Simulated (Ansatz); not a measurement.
Ca:
```yaml
crystal:
  lattice:
    - [-2.10849, 2.10849, 2.10849]
    - [2.10849, -2.10849, 2.10849]
    - [2.10849, 2.10849, -2.10849]
  atoms:
    - { symbol: Ca, position: [0.00000, 0.00000, 0.00000] }
```

Relaxed with LDA. Special points in fractions of this cell's reciprocal vectors: Γ (0.000, 0.000, 0.000); H (0.500, -0.500, 0.500); N (0.000, 0.000, 0.500); P (0.250, 0.250, 0.250).

### Question
List the band energies nearest the Fermi level at these points for LDA (plane waves, PAW; program Ansatz).

### Answer
In eV from the Fermi level; about four levels below and three above (degenerate sets whole), none deeper than 8.9 eV; points with the same levels are listed once.

```
k        below           above
-  -----------  --------------
Γ        -4.28  2.33 2.33 2.33
H  -0.13 -0.13  4.41 4.41 4.41
N        -1.02  0.15 1.26 3.45
P            –  0.34 0.34 0.34
```

Space group Im-3m (bcc (W type)). This is a known high-temperature phase of the composition, computed here at zero pressure and temperature. The LDA relaxation kept the symmetry of its start; whether a distortion lowers the energy is not shown. The volume moved by -17 % from the start of the relaxation. The volume fell by over 15 % from the filed cell, which may lack light atoms or belong to other conditions.

Potentials: the later of the program's two PAW sets.
